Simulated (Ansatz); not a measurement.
**Stationary points along a deformation path in YSe**

Method: DFT PBEsol, scalar-relativistic, plane waves, PAW in Ansatz. The runs took a 420 eV cutoff, a Γ-centred 16×16×16 mesh and Gaussian smearing (0.15 eV). No spin polarisation. Energies are free energies at this smearing, counted from the undisturbed cell; pressure is positive in compression.

Zero of the scan (as given, not relaxed at this level; it stands at -2.5 GPa, and it needn't be the usual structure):

```
Y Se
1.0
     0.00000    2.87500    2.87500
     2.87500    0.00000    2.87500
     2.87500    2.87500    0.00000
Y Se
1 1
Direct
  0.00000 0.00000 0.00000
  0.50000 0.50000 0.50000
```

At fixed volume and fractional coordinates, lengths along (0.577, 0.577, 0.577) are scaled against those across it; ρ is that ratio over its starting value. V = 23.764 Å³/atom. Δσ is the stress along the axis less the mean stress across it (compression positive).

```csv
ρ,ΔE (meV/atom),Δσ (GPa),space group
0.500,292.7,0.00,Pm-3m
0.600,297.4,1.82,R-3m
0.710,203.4,8.70,R-3m
0.850,51.4,6.59,R-3m
0.930,9.3,2.79,R-3m
1.000,0.0,0.00,Fm-3m
1.080,8.1,-2.21,R-3m
1.200,53.6,-6.93,R-3m
1.410,256.8,-19.89,R-3m
1.700,805.7,-34.08,R-3m
2.000,1294.2,-30.29,R-3m
```

Problem. How does the stress give the slope of the energy, and where is the energy stationary?

Solution. Along the path d ln(length) is 2/3 d ln ρ on the axis and −1/3 d ln ρ across it, so dE/d ln ρ = −(2/3) V Δσ: the energy falls with ρ where Δσ is positive. Δσ vanishes or changes sign at ρ = 0.500 (Pm-3m, an end of the scan), at 292.7 meV/atom; between ρ = 0.500 and 0.600, at least one maximum (the energy rises over this step, yet the slope at ρ = 0.600 points the other way); at ρ = 1.000 (Fm-3m), a minimum at 0.0 meV/atom. Pairs of stationary points between two samples would go unseen, and could change a minimum read from distant neighbours into a maximum. At ρ = 0.500, 1.000 the cell is cubic, where symmetry alone makes the stress isotropic and the slope zero.

Problem. Which shear constant sets the curvature at ρ = 1?

Solution. For a cubic crystal E/V = (2/3) C (ln ρ)² with C = C44, so Δσ = −2C ln ρ. The parabola of Δσ against ln ρ through ρ = 0.930, 1 and 1.080 gives C ≈ 16.9 GPa with the ions clamped, rough because the steps are large. It is the stress–strain coefficient at this cell's pressure of -2.5 GPa, not the zero-pressure constant.

In a metal these slopes depend on the k mesh and the smearing.